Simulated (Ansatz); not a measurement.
Problem. SiC2N4 (spinel, Fd-3m) is relaxed with plane-wave PAW PBE (Ansatz code). What lattice parameters of the conventional cell result?

Solution. a = 7.255 Å.

Problem. Give the free coordinates with the occupied sites.

Solution. In one choice of origin and axes:

| atom | site | symmetry | x | y | z |
|---|---|---|---|---|---|
| C | 16d | .-3m | 0.6250 | 0.6250 | 0.6250 |
| Si | 8a | -43m | 0.0000 | 0.0000 | 0.0000 |
| N | 32e | .3m | 0.3887 | 0.3887 | 0.3887 |

Problem. Is it a metal or does it have a gap at this level?

Solution. No gap at this level.

The start of the workflow was typed in or built on a structure type; neither database checked (COD, Materials Project) lists it. COD files the formula under space group No. 224. Whether it is the stable phase at ambient conditions was not checked. Symmetry was held in the PBE relaxation; whether a distortion lowers the energy is not shown. The volume moved by 17 % from the start of the relaxation. Its formation energy is positive at this level, so the cell may be metastable or incomplete. A small band overlap can be real or an error of a semilocal functional.

Potentials: the earlier of the program's two PAW sets.
